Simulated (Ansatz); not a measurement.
CsCl:
```yaml
crystal:
  lattice:
    - [0.00000, 3.50329, 3.50329]
    - [3.50329, 0.00000, 3.50329]
    - [3.50329, 3.50329, 0.00000]
  atoms:
    - { symbol: Cs, position: [0.00000, 0.00000, 0.00000] }
    - { symbol: Cl, position: [0.50000, 0.50000, 0.50000] }
```

r²SCAN (plane waves, PAW; program Ansatz) gives a gap of 5.48 eV without spin–orbit coupling, maximum at X, minimum at Γ.

**Question.** What happens when spin–orbit coupling is switched on?

**Answer.** The gap drops by 0.07 eV, to 5.41 eV; maximum at X, minimum at Γ.

**Question.** Give the electron effective mass with spin–orbit coupling.

**Answer.** 0.42 mₑ (isotropic).

**Question.** Give the hole effective mass with spin–orbit coupling.

**Answer.** 1.4, 1.4, 11 mₑ (principal values).

Space group Fm-3m (rock salt). The first step of the workflow began from a Materials Project structure, measured or hypothetical; the Crystallography Open Database files this formula in space group No. 225, but the cells were not matched. It is not the phase usual at ambient conditions (space group No. 221). The cell was relaxed with r²SCAN under the symmetry of its start; whether a distortion lowers the energy is not shown.

Potentials: the later of the program's two PAW sets.
